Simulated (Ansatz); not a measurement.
# Kick test of a cell of Zn₅Se₂S₃

The structure comes from a generated guess, relaxed at this level; another structure or a mixture of phases may lie lower.

Computed with DFT PBE, scalar-relativistic, plane waves, PAW (Ansatz). Plane waves to 420 eV, a k mesh through Γ of 10×10×10 on the computed 10-atom cell and Gaussian smearing (0.02 eV); no spin polarisation.

The cell below (10 atoms, space group I-4m2 (No. 119)) is relaxed within its symmetry.

```xyz
10
Lattice="-1.9660 1.9660 13.8876 1.9660 -1.9660 13.8876 1.9660 1.9660 -13.8876" Properties=species:S:1:pos:R:3 pbc="T T T"
Zn    0.0000    0.0000   19.5047
Zn    0.0000    0.0000    8.2704
Zn    0.0000    0.0000   24.8164
Zn    0.0000    0.0000   13.8876
Zn    0.0000    0.0000    2.9587
Se    1.9660    0.0000   12.4093
Se    1.9660    0.0000    1.4782
S     1.9660    0.0000    6.9438
S     0.0000    1.9660    9.5996
S     0.0000    1.9660    4.2879
```

For the test it was strained at random (σ = 1.5 % a component), the atoms were moved at random (σ = 0.05 Å), and all was relaxed again on a coarse 4×4×4 mesh (in the run’s order of axes) with 0.10 eV smearing, with no symmetry imposed.

**Question.** Does it come back?

**Answer.** It returns, within 1 meV/atom of the unmoved cell on that mesh and with the same symmetry when read at 0.1 Å. No instability shows in this cell; modes of other wave vectors, which need another repeat, aren't tested.
